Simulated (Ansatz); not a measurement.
A 12-atom cell of Sn3SiO8 built on the rutile structure (relaxed group Cmmm) was relaxed with 3 functionals in Ansatz 0.2.0, cell and atoms free, the symmetry of the start kept (meshes: PBE 6×6×4, r2SCAN 6×6×4, PBEsol 6×6×4). The structure was generated, not taken from experiment, and needn't be the ground state; spin polarisation is off.

The PBEsol result:
```xyz
12
Lattice="3.2711 -3.2648 0.0000 3.2711 3.2648 0.0000 0.0000 0.0000 6.1746" Properties=species:S:1:pos:R:3 pbc="T T T"
Sn    3.2711    0.0000    1.6120
Sn    0.0000    0.0000    0.0000
O     1.1990    0.0000    1.7156
O     5.3432    0.0000    1.7156
O     3.2711   -1.2536    0.0000
O     3.2711    1.2536    0.0000
Sn    3.2711    0.0000    4.5626
Si    0.0000    0.0000    3.0873
O     1.1990    0.0000    4.4590
O     5.3432    0.0000    4.4590
O     3.2711   -1.4264    3.0873
O     3.2711    1.4264    3.0873
```

The symmetry is Cmmm (No. 65, orthorhombic); a = 6.530 Å, b = 6.542 Å, c = 6.175 Å in the conventional setting, 10.99 Å³ an atom. Sn is surrounded by 6 O at 2.04–2.07 Å and 1 Sn at 2.95 Å; Sn is surrounded by 6 O at 2.01–2.09 Å; O is surrounded by 1 Si at 1.82 Å and 2 Sn at 2.07–2.09 Å; O is surrounded by 3 Sn at 2.01–2.04 Å; Si is surrounded by 6 O at 1.82–1.84 Å; O is surrounded by 1 Si at 1.84 Å and 2 Sn at 2.05 Å.

Task: Order the functionals by the relaxed volume, smallest first.
A. PBEsol
B. PBE
C. r2SCAN

Result: C (10.91 Å³/atom), A (10.99 Å³/atom), B (11.33 Å³/atom).

Task: How does the cell change with PBE?

Result: a = 6.603 Å, b = 6.619 Å, c = 6.221 Å; the volume differs by +3.1 % from PBEsol's. Around Sn lie 6 O at 2.06–2.10 Å and 1 Sn at 2.97 Å; around Sn lie 6 O at 2.03–2.11 Å; around O lie 1 Si at 1.83 Å and 2 Sn at 2.10–2.11 Å (further sites aren't listed).

Task: What lattice does r2SCAN give?

Result: a = 6.514 Å, b = 6.529 Å, c = 6.155 Å; the volume differs by -0.8 % from PBEsol's. Around Sn lie 6 O at 2.04–2.07 Å and 1 Sn at 2.94 Å; around Sn lie 6 O at 2.00–2.09 Å; around O lie 1 Si at 1.82 Å and 2 Sn at 2.07–2.09 Å (further sites aren't listed).

Task: Held at the r2SCAN cell, what mean stress does PBE find, and does its sign point to its own minimum?

Result: Yes. PBE +8.15 GPa, and its relaxed volume is +3.9 % from r2SCAN's. Compression counts positive, so a positive stress asks for a larger cell.
